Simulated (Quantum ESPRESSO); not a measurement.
TiS is modelled in the hexagonal space group P-6m2 (No. 187), Pearson symbol hP2. Lattice parameters: a = b = 3.2672 Å, c = 3.2171 Å, α = β = 90.00°, γ = 120.00°. S on 1b is surrounded by 6 Ti at 2.479 Å (trigonal prismatic). Ti on 1e sees 6 S at 2.479 Å (trigonal prismatic). (Neighbours: up to the widest gap in distance over summed covalent radii, below 1.35, at either atom; cation-cation contacts left out.)

The geometry is that of Materials Project entry mp-1018028, symmetrised and not relaxed again.

Problem. What does PBEsol (Quantum ESPRESSO, PseudoDojo norm-conserving, 84 Ry, scalar-relativistic) give for the electronic structure near the Fermi level?

Solution. At this level the gap is closed or nearly so: along the path the highest valence and lowest conduction bands touch, or overlap by less than 0.6 eV, a zero-gap or semimetallic result; the valence top lies at 17 % of the way from K to Γ, the conduction bottom at 78 % of the way from Γ to A, 0.20 eV lower. Semilocal functionals close the gaps of some narrow-gap semiconductors, so this alone doesn't show that the compound has none. 

The structure is a Materials Project entry; no match was found in the copy of COD used, and its stability was not checked.
